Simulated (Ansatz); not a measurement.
Values for one crystal, relaxed and computed with DFT-r²SCAN in the program Ansatz with PAW potentials; other levels are named.

```yaml
volume_per_atom: 11.40 Å³
band_gap: 2.12 eV (indirect)
HSE06 gap on the r²SCAN cell: 2.49 eV
hole_effective_mass: 0.27, 0.96, 5.8 mₑ (principal values)
Formation energy from the elements (no fitted shifts): -0.19 eV/atom
conduction_band_minimum: off the standard path, at k = (0.000, -0.469, 0.336) in fractions of the reciprocal vectors
smallest_direct_gap_on_the_standard_path: 3.40 eV
```

**Question.** Pick the material that matches.
A) CaZn2Sb2, P-3m1 (Zn on 2d, Ca on 1a, Sb on 2d)
B) MgAl2C2, P-3m1 (Mg on 1a, Al on 2d, C on 2d)
C) MgCdS2, P4/mmm (Mg on 1d, Cd on 1a, S on 1b, S on 1c)
D) MgS, wurtzite

**Answer.** B, MgAl2C2, P-3m1 (Mg on 1a, Al on 2d, C on 2d)

The first step of the workflow began from a Materials Project structure, measured or hypothetical; the Crystallography Open Database copy checked does not list it. Its standing as an ambient phase is unchecked. The r²SCAN relaxation kept the symmetry of its start; its stability against distortions is not shown here. The references are the lowest solids computed at this level, not always the standard phases.

Potentials: the later of the program's two PAW sets.
